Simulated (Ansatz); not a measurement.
YAu:
```
CELL_PARAMETERS angstrom
      3.58444     0.00000     0.00000
      0.00000     3.58444     0.00000
      0.00000     0.00000     3.58444
ATOMIC_POSITIONS crystal
  Au 0.00000 0.00000 0.00000
  Y  0.50000 0.50000 0.50000
```

Relaxed with r²SCAN. Special points in fractions of this cell's reciprocal vectors: Γ (0.000, 0.000, 0.000); X (0.000, 0.500, 0.000); M (0.500, 0.500, 0.000); R (0.500, 0.500, 0.500).

Problem. List the band energies nearest the Fermi level at these points for r²SCAN (plane waves, PAW; program Ansatz).

Solution. In eV from the Fermi level; about four levels below and three above (degenerate sets whole), none deeper than 8.9 eV; … stands for higher levels left out; points with the same levels are listed once.

```csv
k,below,above
Γ,-5.95 -5.95 -4.71 -4.71 -4.71,1.09 1.09 4.59 4.59 4.59
X,-4.90 -4.90 -4.56 -3.38 -3.23,0.23 1.45 1.45
M,-5.26 -5.26 -4.00 -2.98,0.06 0.06 1.62
R,-1.86 -1.86 -1.86 -0.15,5.55 5.55 …
```

Space group Pm-3m (CsCl type). The workflow started from an entry of the Crystallography Open Database (COD). Whether it is the stable phase at ambient conditions was not checked. Symmetry was held in the r²SCAN relaxation; whether a distortion lowers the energy is not shown. No spin polarisation was allowed. Spin–orbit coupling is left out wherever it is not named.

Potentials: the later of the program's two PAW sets.
